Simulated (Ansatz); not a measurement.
Suppose Ga4O takes space group Im-3m (No. 229), with Ga on 8c; O on 2a.

Theory: Ansatz 0.2.0, DFT PBE, scalar-relativistic, plane waves, PAW. Cutoff 420 eV, Γ-centred mesh, Gaussian smearing, no spin polarisation.

The zero of energy is the elements' standard structures at the same level (O₂ as a molecule); no fitted shifts are applied.

Task: Predict the relaxed structure.

Result:

Space group Im-3m (No. 229). a = 5.645 Å, b = 5.645 Å, c = 5.645 Å, α = 90.00°, β = 90.00°, γ = 90.00°
```tsv
atom	site	symmetry	x	y	z
Ga	8c	.-3m	0.2500	0.2500	0.2500
O	2a	m-3m	0.0000	0.0000	0.0000
```

Ga has 2 O at 2.44 Å and 6 Ga at 2.82 Å; O has 8 Ga at 2.44 Å.

Task: And its energy and gap?

Result: The formation energy is −0.12 eV/atom. The gap on the 10×10×10 mesh of the 5-atom cell is 0 eV (a metal).

The last run used Gaussian smearing of 0.10 eV. Symmetry constrained the relaxation, so the result can be a saddle point. Another cell of Ga4O relaxed alike, in P-6m2, lies 102 meV/atom lower, so this cell isn't the stable form at this level.
